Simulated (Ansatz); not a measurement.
TaC: vacancy hop by nudged elastic band (Ansatz)

input.yaml:

```yaml
crystal:
  lattice:
    - [0.0, 4.42736, 4.42736]
    - [4.42736, 0.0, 4.42736]
    - [4.42736, 4.42736, 0.0]
  atoms:
    - { symbol: Ta, position: [-0.0063048, 0.00353392, 0.0034695] }
    - { symbol: C, position: [0.25547347, 0.24620336, 0.25610618] }
    - { symbol: Ta, position: [-0.00573737, 0.00137551, 0.50306287] }
    - { symbol: C, position: [0.25055876, 0.24363154, 0.7537464] }
    - { symbol: Ta, position: [-5.701e-05, 0.50507155, -0.00387853] }
    - { symbol: C, position: [0.25410171, 0.76090544, 0.23910345] }
    - { symbol: Ta, position: [-0.00449113, 0.50206276, 0.49678558] }
    - { symbol: C, position: [0.25094374, 0.75335808, 0.74505152] }
    - { symbol: C, position: [0.74726061, 0.25380665, 0.24765596] }
    - { symbol: Ta, position: [0.49830603, -0.00487617, 0.50105675] }
    - { symbol: C, position: [0.75190465, 0.24671454, 0.75041066] }
    - { symbol: Ta, position: [0.50014257, 0.50138866, 0.00268888] }
    - { symbol: C, position: [0.75279241, 0.75082972, 0.24901266] }
    - { symbol: Ta, position: [0.49361402, 0.50279174, 0.49997271] }
    - { symbol: C, position: [0.74663199, 0.75060001, 0.7479203] }
kpoints:
  mp_grid: { grid: [3, 3, 3] }
magnetization:
  spin_polarized: false
scf:
  occupations: { method: fermi_dirac, width: 0.1 }
hamiltonian:
  pseudopotentials: { kind: paw }
  xc: pbe
basis:
  ecutwfc: 420
neb:
  images: 3
  relax_end_points: true
  climbing: true
  f_tol: 0.1
  max_iterations: 40
  order_check: false
  final_atoms:
    - { symbol: Ta, position: [-0.5038343, 0.00271841, 6.725e-05] }
    - { symbol: C, position: [0.25547347, 0.24620336, 0.25610618] }
    - { symbol: Ta, position: [-0.00573737, 0.00137551, 0.50306287] }
    - { symbol: C, position: [0.25055876, 0.24363154, 0.7537464] }
    - { symbol: Ta, position: [-5.701e-05, 0.50507155, -0.00387853] }
    - { symbol: C, position: [0.25410171, 0.76090544, 0.23910345] }
    - { symbol: Ta, position: [-0.00449113, 0.50206276, 0.49678558] }
    - { symbol: C, position: [0.25094374, 0.75335808, 0.74505152] }
    - { symbol: C, position: [0.74726061, 0.25380665, 0.24765596] }
    - { symbol: Ta, position: [0.49830603, -0.00487617, 0.50105675] }
    - { symbol: C, position: [0.75190465, 0.24671454, 0.75041066] }
    - { symbol: Ta, position: [0.50014257, 0.50138866, 0.00268888] }
    - { symbol: C, position: [0.75279241, 0.75082972, 0.24901266] }
    - { symbol: Ta, position: [0.49361402, 0.50279174, 0.49997271] }
    - { symbol: C, position: [0.74663199, 0.75060001, 0.7479203] }
```

Run with:

```bash
ansatz run input.yaml --threads 4 --pin off --max-ram 8192MiB --backend cpu --events-out ev --progress --plain --runs-dir out
```

Origin of the cell: a database entry, scaled a little.

The cell is 2×2×2 cells of TaC with one Ta taken out; atom 1 (Ta) hops into the empty site, 3.13 Å away before the end points are relaxed. All atoms were shaken by about 0.02 Å first.

Output (shortened):

```
Warning: neb: disabling space-group detection — the band's intermediate images generally break the endpoint symmetry, so no spatial operation reduces the k-mesh or symmetrises the density, ex […]
Pseudopotentials: kind: paw
Pseudopotential: Ta, paw, valence charge 13, recommended cutoff 420 eV (normal), Ta.paw.azcp
Pseudopotential: C, paw, valence charge 4, recommended cutoff 420 eV (normal), C.paw.azcp
Functional definition: PBE
  exchange = pbe_x(kappa = kappa, mu = beta*pi^2/3)
  correlation = pbe_c(beta = beta)
parallel-image band execution: 3 concurrent image workers
NEB image 0
Crystal: 15 atoms, lattice volume = 173.566 Å³
Basis set: ecut = 420 eV, 3383 PW (Γ), exchange–correlation on 90×90×90 points (8 copies of the dense FFT grid, shifted against one another)
Bands: 77, of which v1, the nominal top of the filled ones, is band 62 counted from 1 (61 counted from 0)
[… 6 lines left out …]
Initial density: superposition of atomic densities (neutral atoms: chi_scale 0, normalization atom), corrected by the library's trained network
Functional: x = pbe(κ = 0.804, μ = 0.219515), c = pbe(β = 0.066725)
SCF iter   1: F=—  HF=-71538.378039 eV  Δρ=4.67e-3  dr2=5.11e-2  defer=17
SCF iter   2: F=—  HF=-71538.368636 eV  Δρ=2.07e-3  dr2=4.48e-3  defer=19
SCF iter   3: F=—  HF=-71538.368858 eV  Δρ=8.55e-4  dr2=9.12e-4  defer=19
[… 2 lines left out …]
SCF iter   6: F=—  HF=-71538.369136 eV  Δρ=2.00e-5  dr2=1.09e-6  defer=19
SCF iter   7: F=—  HF=-71538.369137 eV  Δρ=1.02e-5  dr2=2.78e-7  defer=19
SCF iter   8: F=-71538.369137 eV  HF=-71538.369137 eV  Δρ=2.12e-6  dr2=9.12e-9
NEB iter   1: max|band force component| = 1.271e1 eV/Å  barrier→ = 14.0203 eV  barrier← = 14.0203 eV  Δτ_max = 0.1939 Å  (45 SCF iters)
NEB iter   2: max|band force component| = 5.204e0 eV/Å  barrier→ = 8.2881 eV  barrier← = 8.2882 eV  Δτ_max = 0.1075 Å  (28 SCF iters)
NEB iter   3: max|band force component| = 1.457e0 eV/Å  barrier→ = 6.7272 eV  barrier← = 6.7272 eV  Δτ_max = 0.0412 Å  (25 SCF iters)
NEB iter   4: max|band force component| = 2.628e-1 eV/Å  barrier→ = 6.5585 eV  barrier← = 6.5586 eV  CI = image 2  Δτ_max = 0.0166 Å  (22 SCF iters)
NEB iter   5: max|band force component| = 1.011e-1 eV/Å  barrier→ = 6.5451 eV  barrier← = 6.5452 eV  CI = image 2  Δτ_max = 0.0103 Å  (18 SCF iters)
NEB iter   6: max|band force component| = 1.655e-2 eV/Å  barrier→ = 6.5427 eV  barrier← = 6.5427 eV  CI = image 2  Δτ_max = 0.0000 Å  (15 SCF iters)
--- NEB band (5 images, 6 band iterations, 153 SCF iterations, 36 more in tests of the images' electronic states and relaxations of end points) ---
  forward barrier  = 6.542698 eV
  backward barrier = 6.542722 eV
  lagrangian_above_aufbau_ev (what the smearing adds, to first order; not taken off the barriers): saddle image -0.091534 eV, end points -0.116531 and -0.116464 eV
  climbing image's point = of an order that was not read
  energies are F+E_penalty+E_count in eV, relative to image 0
  image     s (Å)  Δ vs image 0  max|band force component| (eV/Å)
      0    0.0000      0.000000                                 —
      1    0.8399      2.673341                          1.655e-2
  *   2    1.6798      6.542698                          7.868e-3
      3    2.5195      2.674261                          1.644e-2
      4    3.3592     -0.000024                                 —
```

The converged band:

```json
{"image": "0", "path over all atoms (Å)": "0.00", "ΔF (eV)": "0.000", "Ta x": "0.00", "y": "-0.01", "z (Å)": "0.00"}
{"image": "1", "path over all atoms (Å)": "0.84", "ΔF (eV)": "2.673", "Ta x": "0.00", "y": "-0.53", "z (Å)": "-0.52"}
{"image": "2", "path over all atoms (Å)": "1.68", "ΔF (eV)": "6.543", "Ta x": "0.00", "y": "-1.11", "z (Å)": "-1.11"}
{"image": "3", "path over all atoms (Å)": "2.52", "ΔF (eV)": "2.674", "Ta x": "0.00", "y": "-1.70", "z (Å)": "-1.69"}
{"image": "4", "path over all atoms (Å)": "3.36", "ΔF (eV)": "0.000", "Ta x": "0.00", "y": "-2.22", "z (Å)": "-2.21"}
```

Relaxed start, forces in eV/Å:

```xyz
15
Lattice="0.000 4.427 4.427 4.427 0.000 4.427 4.427 4.427 0.000" Properties=species:S:1:pos:R:3:forces:R:3 pbc="T T T" image=0
Ta    0.003   -0.006    0.001    0.004    0.000    0.000
C     2.238    2.207    2.214    0.009    0.000    0.000
Ta    2.216    2.207    0.001    0.000    0.001    0.000
C     4.431    4.399    2.215   -0.008   -0.011   -0.004
Ta    2.217   -0.007    2.215   -0.001    0.003   -0.002
C     4.430    2.207    4.407    0.002    0.000   -0.011
Ta    4.430    2.207    2.214    0.000   -0.001    0.004
C     6.644    4.421    4.428    0.004    0.001    0.004
C     2.217    4.420    4.428   -0.003    0.003   -0.003
Ta    2.217    4.421    2.214   -0.004    0.002    0.000
C     4.430    6.635    4.450    0.001   -0.004    0.009
Ta    2.216    2.207    4.428    0.003   -0.002    0.002
C     4.430    4.443    6.642    0.001    0.006    0.001
Ta    4.430    4.421    4.428    0.002    0.000   -0.001
C     6.622    6.634    6.642   -0.009    0.003    0.002
```

Highest image (2), forces in eV/Å:

```xyz
15
Lattice="0.000 4.427 4.427 4.427 0.000 4.427 4.427 4.427 0.000" Properties=species:S:1:pos:R:3:forces:R:3 pbc="T T T" image=2
Ta    0.002   -1.114   -1.106    0.000    0.000    0.000
C     2.095    2.271    2.279    0.008    0.000    0.000
Ta    2.067    2.157    0.051    0.001    0.000    0.000
C     4.430    4.418    2.217    0.000    0.006   -0.006
Ta    2.067    0.043    2.165    0.001    0.000    0.000
C     4.430    2.209    4.426    0.000   -0.006    0.006
Ta    4.430    2.266    2.274    0.000   -0.002   -0.002
C     6.764    4.356    4.364   -0.008    0.000    0.000
C     2.095    4.356    4.364    0.008    0.000    0.000
Ta    2.365    4.470    2.165   -0.002    0.000    0.000
C     4.430    6.385    4.677    0.000   -0.005    0.005
Ta    2.365    2.157    4.478   -0.001    0.000    0.000
C     4.430    4.670    6.393    0.000    0.005   -0.005
Ta    4.430    4.361    4.369    0.000    0.002    0.002
C     6.764    6.699    6.707   -0.008    0.000    0.000
```

Relaxed end, forces in eV/Å:

```xyz
15
Lattice="0.000 4.427 4.427 4.427 0.000 4.427 4.427 4.427 0.000" Properties=species:S:1:pos:R:3:forces:R:3 pbc="T T T" image=4
Ta    0.002   -2.221   -2.212   -0.001    0.000    0.000
C     2.215    2.207    2.215    0.000    0.000    0.000
Ta    2.215    2.207    0.001    0.000    0.001    0.000
C     4.429    4.420    2.237    0.000    0.000    0.000
Ta    2.215   -0.007    2.215    0.000    0.000    0.000
C     4.429    2.229    4.429    0.000    0.000    0.000
Ta    4.429    2.207    2.215    0.000    0.000    0.000
C     6.621    4.420    4.429    0.000    0.000    0.000
C     2.237    4.420    4.429    0.000    0.000    0.000
Ta    2.215    4.420    2.215    0.000    0.001    0.000
C     4.429    6.612    4.429    0.000    0.000    0.000
Ta    2.215    2.207    4.429    0.000   -0.001    0.000
C     4.429    4.420    6.620    0.000    0.000    0.000
Ta    4.429    4.420    4.429    0.000    0.000    0.000
C     6.643    6.634    6.642    0.000    0.000    0.000
```

Barrier of this path: 6.54 eV forwards, 6.54 eV backwards, after 6 band iterations.

Caveats: no moments, though an odd count or open d shells may carry them; no spin-orbit coupling, though heavy elements are present; the k mesh is coarse if the cell is a metal; a small cell with a neutral vacancy and no spin, whose shape can make like sites unlike; the cell is held at a rescaled volume, and strain moves barriers; the hop was drawn among near neighbours and need not be the easiest path; few images and a loose tolerance, and neither the top nor the ends were tested for their order.

Time: 2.9 min on 4 threads of Arm Neoverse V1, with other jobs on the host, peak memory 1.1 GiB, from the program's own first density.
